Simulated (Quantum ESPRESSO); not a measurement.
Al3Mo2AuGaSc, input and log of a self-consistent run

A calculation, not a measurement. The program is pw.x of Quantum ESPRESSO 7.5 (plane-wave density functional theory). The cell is made up: eight metal atoms on a face-centred cubic lattice, with elements, volume, strain and displacements drawn at random and not relaxed, so it may be unstable or far from any real phase. PseudoDojo standard norm-conserving files set the functional (PBE unless stated); there is no spin polarisation or spin-orbit coupling, the Fermi-Dirac width of 0.25 eV means electrons at about 2900 K, and the masses in the input are unused placeholders. Heavy elements are run without spin-orbit coupling, which real alloys of them have. A spin test at this wide smearing found no moment, but such smearing suppresses magnetism that the real alloy may have.

Input:

```
&control calculation='scf', pseudo_dir='./dojo.nc.sr.pbe.v0_5.standard.upf', outdir='./o', disk_io='minimal', tprnfor=.true., tstress=.true. /
&system ibrav=0, nat=8, ntyp=5, nbnd=53, ecutwfc=87.97787729, nosym=.true., tot_charge=0,
 occupations='smearing', smearing='fd', degauss=0.0183746611
/
&electrons conv_thr=1.470e-08, electron_maxstep=70, mixing_beta=0.5 /
ATOMIC_SPECIES
Al 1.0 Al.upf
Au 1.0 Au.upf
Ga 1.0 Ga.upf
Mo 1.0 Mo.upf
Sc 1.0 Sc.upf
CELL_PARAMETERS angstrom
0.0464 4.1406 -0.0118
-4.1736 -0.0346 -4.1754
-4.0373 -0.0582 4.0391
ATOMIC_POSITIONS angstrom
Al 0.0074 -0.043 -0.0151
Mo -2.0377 -0.0331 2.0223
Au -2.0883 0.0372 -2.0866
Al -4.0963 -0.0664 -0.0736
Ga -2.0576 2.1 -0.071
Sc -4.0224 2.0401 1.9224
Mo -4.0985 2.0483 -2.1071
Al -6.159 2.008 -0.0752
K_POINTS automatic
6 4 4 1 1 1
```

The log is shortened where brackets say so; the opening notice, blank lines, dates and the lines on written files are dropped, and the path of the files is cut. It prints rydbergs, bohrs and kilobars, and counts compression as positive stress. Its total energy is the free energy E - TS of the whole cell.

```
     Program PWSCF v.7.5
     Parallel version (MPI & OpenMP), running on       4 processor cores
     Number of MPI processes:                 4
     Threads/MPI process:                     1
     [start-up lines left out]
     bravais-lattice index     =            0
     lattice parameter (alat)  =       7.8251  a.u.
     unit-cell volume          =     941.9397 (a.u.)^3
     number of atoms/cell      =            8
     number of atomic types    =            5
     number of electrons       =        80.00
     number of Kohn-Sham states=           53
     kinetic-energy cutoff     =      87.9779  Ry
     charge density cutoff     =     351.9115  Ry
     scf convergence threshold =      1.5E-08
     mixing beta               =       0.5000
     number of iterations used =            8  plain     mixing
     Exchange-correlation= PBE
                           (   1   4   3   4   0   0   0)
     [axes and pseudopotential details left out]
   Cartesian axes
     site n.     atom                  positions (alat units)
         1        Al     tau(   1) = (   0.0017871  -0.0103843  -0.0036466  )
         2        Mo     tau(   2) = (  -0.4920938  -0.0079935   0.4883748  )
         3        Au     tau(   3) = (  -0.5043135   0.0089836  -0.5039029  )
         4        Al     tau(   4) = (  -0.9892349  -0.0160353  -0.0177740  )
         5        Ga     tau(   5) = (  -0.4968996   0.5071390  -0.0171461  )
         6        Sc     tau(   6) = (  -0.9713885   0.4926734   0.4642495  )
         7        Mo     tau(   7) = (  -0.9897662   0.4946537  -0.5088536  )
         8        Al     tau(   8) = (  -1.4873662   0.4849215  -0.0181604  )
     number of k points=    48  Fermi-Dirac smearing, width (Ry)=  0.0184
                       cart. coord. in units 2pi/alat
        k(    1) = (  -0.1270758   0.0847696   0.0023521), wk =   0.0416667
        k(    2) = (  -0.2553022   0.0865718   0.1305082), wk =   0.0416667
     [further k points left out]
     Dense  grid:   105031 G-vectors     FFT dimensions: (  48,  72,  72)
     Estimated max dynamical RAM per process >     298.97 MB
     Estimated total dynamical RAM >       1.09 GB
     Initial potential from superposition of free atoms
     starting charge      79.9844, renormalised to      80.0000
     Starting wfcs are   61 randomized atomic wfcs
     total cpu time spent up to now is        4.3 secs
     per-process dynamical memory:   230.7 Mb
     Self-consistent Calculation
     iteration #  1     ecut=    87.98 Ry     beta= 0.50
     Davidson diagonalization with overlap
     ethr =  1.00E-02,  avg # of iterations =  3.3
     total cpu time spent up to now is       11.6 secs
     total energy              =    -840.26292917 Ry
     estimated scf accuracy    <       1.93264460 Ry
     iteration #  2     ecut=    87.98 Ry     beta= 0.50
     Davidson diagonalization with overlap
     ethr =  2.42E-03,  avg # of iterations =  4.0
     total cpu time spent up to now is       19.8 secs
     total energy              =    -839.97939495 Ry
     estimated scf accuracy    <      14.01480745 Ry
     iteration #  3     ecut=    87.98 Ry     beta= 0.50
     Davidson diagonalization with overlap
     ethr =  2.42E-03,  avg # of iterations =  2.1
     total cpu time spent up to now is       27.7 secs
     total energy              =    -841.01537219 Ry
     estimated scf accuracy    <       3.07108867 Ry
     iteration #  4     ecut=    87.98 Ry     beta= 0.50
     Davidson diagonalization with overlap
     ethr =  2.42E-03,  avg # of iterations =  2.0
     total cpu time spent up to now is       34.5 secs
     total energy              =    -841.25359989 Ry
     estimated scf accuracy    <       0.32131458 Ry
     iteration #  5     ecut=    87.98 Ry     beta= 0.50
     Davidson diagonalization with overlap
     ethr =  4.02E-04,  avg # of iterations =  6.4
     total cpu time spent up to now is       42.6 secs
     total energy              =    -841.28680089 Ry
     estimated scf accuracy    <       0.02379115 Ry
     [iterations 6 to 10 left out]
     iteration # 11     ecut=    87.98 Ry     beta= 0.50
     Davidson diagonalization with overlap
     ethr =  6.33E-09,  avg # of iterations =  4.6
     total cpu time spent up to now is       87.5 secs
     total energy              =    -841.29198974 Ry
     estimated scf accuracy    <       0.00000098 Ry
     iteration # 12     ecut=    87.98 Ry     beta= 0.50
     Davidson diagonalization with overlap
     ethr =  1.23E-09,  avg # of iterations =  2.0
     total cpu time spent up to now is       94.1 secs
     total energy              =    -841.29198980 Ry
     estimated scf accuracy    <       0.00000016 Ry
     iteration # 13     ecut=    87.98 Ry     beta= 0.50
     Davidson diagonalization with overlap
     ethr =  1.98E-10,  avg # of iterations =  3.9
     total cpu time spent up to now is      101.3 secs
     total energy              =    -841.29198983 Ry
     estimated scf accuracy    <       0.00000006 Ry
     iteration # 14     ecut=    87.98 Ry     beta= 0.50
     Davidson diagonalization with overlap
     ethr =  7.34E-11,  avg # of iterations =  2.0
     total cpu time spent up to now is      107.9 secs
     total energy              =    -841.29198983 Ry
     estimated scf accuracy    <       0.00000003 Ry
     iteration # 15     ecut=    87.98 Ry     beta= 0.50
     Davidson diagonalization with overlap
     ethr =  3.14E-11,  avg # of iterations =  1.0
     total cpu time spent up to now is      113.4 secs
     End of self-consistent calculation
     [lines on levels left out]
!    total energy              =    -841.29198984 Ry
     estimated scf accuracy    <          4.0E-10 Ry
     smearing contrib. (-TS)   =      -0.08281334 Ry
     internal energy E=F+TS    =    -841.20917650 Ry
     The total energy is F=E-TS. E is the sum of the following terms:
     one-electron contribution =    -357.71844791 Ry
     hartree contribution      =     217.39952104 Ry
     xc contribution           =    -157.81916137 Ry
     ewald contribution        =    -543.07108826 Ry
     convergence has been achieved in  15 iterations
     Forces acting on atoms (cartesian axes, Ry/au):
     atom    1 type  1   force =     0.00965694    0.01330350    0.02238144
     atom    2 type  4   force =     0.03888924   -0.00236916   -0.00303397
     atom    3 type  2   force =     0.01009573   -0.00559662   -0.01082288
     atom    4 type  1   force =     0.00258779    0.00841930   -0.02584296
     atom    5 type  3   force =     0.00273366   -0.00697661    0.01678160
     atom    6 type  5   force =     0.00381535   -0.01128756    0.01937132
     atom    7 type  4   force =    -0.05765627    0.00716072    0.00487162
     atom    8 type  1   force =    -0.01012243   -0.00265356   -0.02370617
     Total force =     0.090664     Total SCF correction =     0.000030
     Computing stress (Cartesian axis) and pressure
          total   stress  (Ry/bohr**3)                   (kbar)     P=      -68.40
  -0.00043541  -0.00009960  -0.00010281          -64.05      -14.65      -15.12
  -0.00009960  -0.00049569   0.00002834          -14.65      -72.92        4.17
  -0.00010281   0.00002834  -0.00046389          -15.12        4.17      -68.24
     init_run     :      3.99s CPU      4.12s WALL (       1 calls)
     electrons    :    108.76s CPU    109.18s WALL (       1 calls)
     forces       :      1.05s CPU      1.06s WALL (       1 calls)
     stress       :      3.82s CPU      3.82s WALL (       1 calls)
     [timing details left out]
     PWSCF        :   1m57.79s CPU   1m58.39s WALL
     JOB DONE.
```

In other units: free energy -11446.361 eV for the cell, pressure -6.84 GPa, largest force component 1.482 eV/Å in size. The run took 120 s of wall time with four MPI processes on a shared machine (AMD EPYC, Zen 5, virtual cores), so the time is rough. A rerun of this cell at a higher cutoff and on a denser mesh moved values by no more than 0.007 eV in energy, 0.08 GPa in stress and 0.004 eV/Å in force, and a second program with other atomic files agreed on that cell to 2 % rms in force and 0.5 GPa in pressure.